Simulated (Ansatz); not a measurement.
**Relaxing a structure of SiC**

The start is a generated cell, SiC placed in the 6H structure type. The structure is fully relaxed (lattice and positions, P = 0) with PBE (plane waves to 420 eV, PAW, scalar-relativistic; Ansatz, a program for electronic structure). The first steps use a coarse 7×7×2 k-mesh.

The start:
```
SiC
1.0
    3.08129     0.00000     0.00000
   -1.54064     2.66848     0.00000
    0.00000     0.00000    15.11976
Si C
6 6
Direct
  0.00000   0.00000   0.00000
  0.00000   0.00000   0.50000
  0.66667   0.33333   0.83325
  0.33333   0.66667   0.33325
  0.66667   0.33333   0.16650
  0.33333   0.66667   0.66650
  0.00000   0.00000   0.87460
  0.00000   0.00000   0.37460
  0.66667   0.33333   0.70785
  0.33333   0.66667   0.20785
  0.66667   0.33333   0.04150
  0.33333   0.66667   0.54150
```

Q: What pressure does the first self-consistent step give?

A: +2.9 GPa (positive: the cell is compressed).

Q: How do the shortest distances between atoms change?

A: The closest pairs of elements (up to four, under 3.6 Å), start → end: C–Si 1.89 → 1.89 Å; C–C 3.08 → 3.09 Å; Si–Si 3.08 → 3.09 Å.

Q: Write out the relaxed structure.

A: 
Space group P6₃mc (No. 186); a = b = 3.0950 Å, c = 15.1872 Å, α = β = 90.00°, γ = 120.00°

```tsv
atom	site	symmetry	x	y	z
Si	2a	3m.	0.0000	0.0000	0.4998
Si	2b	3m.	0.3333	0.6667	0.3331
Si	2b	3m.	0.6667	0.3333	0.1666
C	2a	3m.	0.0000	0.0000	0.3745
C	2b	3m.	0.3333	0.6667	0.2081
C	2b	3m.	0.6667	0.3333	0.0416
```

The space group stays P6₃mc (No. 186) (the run could not lower it); the end is AFLOW prototype AB_hP12_186_a2b_a2b (B6, as in SiC), with 12 atoms in the primitive cell. Final values are on a 10×10×2 k-mesh of the relaxed cell. No spin polarisation in the result.

The run could not lose the symmetry of its start.

The first start was generated by placing the elements on the sites of a structure type. A measured structure of SiC has the same space group, P6₃mc (No. 186); the sites were not compared with it.
